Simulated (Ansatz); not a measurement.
Bi$_{2}$S$_{3}$:
```xyz
5
Lattice="3.9962 0.0000 0.0000 -1.9981 3.4608 0.0000 0.0000 0.0000 9.5513" Properties=species:S:1:pos:R:3 pbc="T T T"
Bi     0.0000     2.3072     1.8482
Bi     1.9981     1.1536     7.7032
S      0.0000     0.0000     0.0000
S      0.0000     2.3072     6.2641
S      1.9981     1.1536     3.2873
```

This is the PBEsol-relaxed structure.

Task: All from plane-wave PAW PBEsol (Ansatz code), unless another level is named. Estimate the electronic dielectric constant ε∞ (DFPT).

Result: 14.7 (xx = yy), 7.66 (zz).

Task: Next, the Born charges (a third of the trace)?

Result: Bi +4.64, S -3.51 to -2.88 e.

Space group P-3m1 (La2O3 or Ni2Al3 type). A made-up cell: these elements were put on the sites of a structure type; neither database checked (COD, Materials Project) lists it. COD files the formula under space group No. 62. Its standing as an ambient phase is unchecked. The cell was relaxed with PBEsol under the symmetry of its start; its stability against distortions is not shown here. Scalar-relativistic: spin–orbit coupling is off unless named, which matters more the heavier the elements.

Potentials: the earlier of the program's two PAW sets. The files were generated under PBE; for other functionals the program regenerates the frozen cores, and for LDA and PBEsol the local potential too.
